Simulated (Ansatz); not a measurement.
A geometry of Hf away from equilibrium: step 2 of the relaxation of a relaxed Hf cell, doubled along one cell vector, shaken by Gaussian noise of σ = 0.08 Å a coordinate. These are PBE (plane waves to 420 eV, PAW, scalar-relativistic; Ansatz, a quantum-chemistry and plane-wave program) values and carry that method's errors. Γ-centred k-mesh 4×8×8 on the run's cell (coarser than for final values), Fermi–Dirac smearing 0.05 eV.

```xyz
6
Lattice="8.5507 0.0019 -0.0014 0.0009 4.2655 0.0008 -0.0007 0.0008 4.2670" Properties=species:S:1:pos:R:3 pbc="T T T"
Hf    -0.0110     2.1179    -0.0515
Hf     4.2956     2.1014    -0.0131
Hf    -0.0005     0.0042     2.1286
Hf     4.2803     0.0758     2.1725
Hf     2.1562     0.0421    -0.0483
Hf     6.4277     0.0013    -0.0112
```

Question: Which atoms carry the largest force, and which way does it point?

Answer: 1.00 eV/Å, on Hf2 (atoms numbered as listed); on Hf2 its components are (0.03, 0.95, 0.32).

Question: What is the pressure?

Answer: +0.3 GPa, compression positive.

Question: How far above the relaxed end point is this geometry?

Answer: 0.01 eV/atom; the path ends in Pm-3m (No. 221).

No spin polarisation in the result.

The end of the path is a generated cell of Hf: the first start was made by a random draw of sites in a space group, and the end was not matched to a known phase here, so it may be hypothetical. Known forms of Hf include space group No. 194.
